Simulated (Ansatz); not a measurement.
Here is the system:

YMn2Si2:
```
YMn2Si2
1.0
   -1.94068     1.94068     5.24712
    1.94068    -1.94068     5.24712
    1.94068     1.94068    -5.24712
Si Mn Y
2 2 1
Direct
  0.38216   0.38216   0.00000
  0.61784   0.61784   0.00000
  0.75000   0.25000   0.50000
  0.25000   0.75000   0.50000
  0.00000   0.00000   0.00000
```
The run is spin-polarised; directions of the spins, atom by atom: 0 0 ↑ ↑ 0.

This is the r²SCAN-relaxed structure.

### Question
All from plane-wave PAW r²SCAN (Ansatz code), unless another level is named. Estimate the electronic character.

### Answer
metallic (no gap).

### Question
Give the formation energy from the elements (no fitted shifts).

### Answer
-629 meV/atom.

### Question
What about the density of states at the Fermi level?

### Answer
0.55 states/eV per atom (mean over ±0.08 eV).

Space group I4/mmm. The workflow started from an entry of the Crystallography Open Database (COD). Whether it is the stable phase at ambient conditions was not checked. The r²SCAN relaxation kept the symmetry of its start; its stability against distortions is not shown here. Magnetic state: ferromagnetic, the only order run, not a proven ground state. The program gave a warning on the electronic state, which may not be the lowest. The references are the lowest solids computed at this level, not always the standard phases. The manganese reference at this level is a Cmcm phase, not α-Mn. Scalar-relativistic: spin–orbit coupling is off unless named, which matters more the heavier the elements.

Potentials: the later of the program's two PAW sets.
